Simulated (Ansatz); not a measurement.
**Tetragonal deformation path in Be**

Level of theory: DFT PBEsol, scalar-relativistic, plane waves, PAW (Ansatz 0.2.0). Settings: plane waves to 420 eV, k-mesh 30×30×30 (Γ-centred), Gaussian smearing 0.15 eV. No spin polarisation. Energies are free energies at this smearing, counted from the undisturbed cell; pressure is positive in compression.

Zero of the scan (as given, not relaxed at this level; it stands at -2.0 GPa; this bcc form isn't the usual structure):

```xyz
1
Lattice="-1.2531 1.2531 1.2531 1.2531 -1.2531 1.2531 1.2531 1.2531 -1.2531" Properties=species:S:1:pos:R:3 pbc="T T T"
Be    0.0000    0.0000    0.0000
```

At fixed volume and fractional coordinates, lengths along (0.000, 0.000, 1.000) are scaled against those across it; ρ is that ratio over its starting value. The cell is metallic on the mesh throughout. At ρ = 1.414 the cell becomes cubic (Fm-3m), and there the slope of the energy vanishes by symmetry.

```
    ρ  ΔE (meV/atom)
0.650          540.3
0.707          289.4
0.780          112.3
0.850           36.3
0.920            8.5
0.960            2.9
1.000            0.0
1.050            2.0
1.100            6.2
1.200            9.2
1.300           -6.5
1.414          -18.6
1.500           -9.4
```

Problem. Predict the pressure (GPa) at each point.

Solution.
```csv
ρ,pressure (GPa)
0.650,19.5
0.707,11.5
0.780,5.1
0.850,1.4
0.920,-1.0
0.960,-1.8
1.000,-2.0
1.050,-1.9
1.100,-1.6
1.200,-1.0
1.300,-1.1
1.414,-1.2
1.500,-1.1
```